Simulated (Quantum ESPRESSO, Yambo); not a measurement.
KNH$_{2}$ (space group P2_1/m, No. 11): static response along x against the Γ-centred k mesh (Yambo on norm-conserving LDA (Quantum ESPRESSO, 84 Ry, scalar-relativistic) bands; 77 bands, 3 Ry block). The smallest direct LDA gap is 1.94 eV. Axes are Cartesian, with cell vectors (Å) (4.55, 0.00, 0.00), (0.00, 3.74, 0.00), (-0.57, 0.00, 6.16).

```json
[
 {"k mesh": "2×2×1", "ε(0), independent particles": "5.80", "ε(0), RPA with local fields": "5.50", "rough Yambo cost": "about 1/10"},
 {"k mesh": "2×4×2", "ε(0), independent particles": "4.11", "ε(0), RPA with local fields": "3.84", "rough Yambo cost": "about 1/4"},
 {"k mesh": "4×6×4", "ε(0), independent particles": "3.46", "ε(0), RPA with local fields": "3.20", "rough Yambo cost": "1"}
]
```

The last step changes the RPA value by 20 %: not yet converged. Electronic response only; costs are rough.

Geometry of the Materials Project entry, not relaxed at this level; primitive cell a = 4.5476 Å, b = 3.7393 Å, c = 6.1855 Å, α = 90.00°, β = 95.31°, γ = 90.00°.
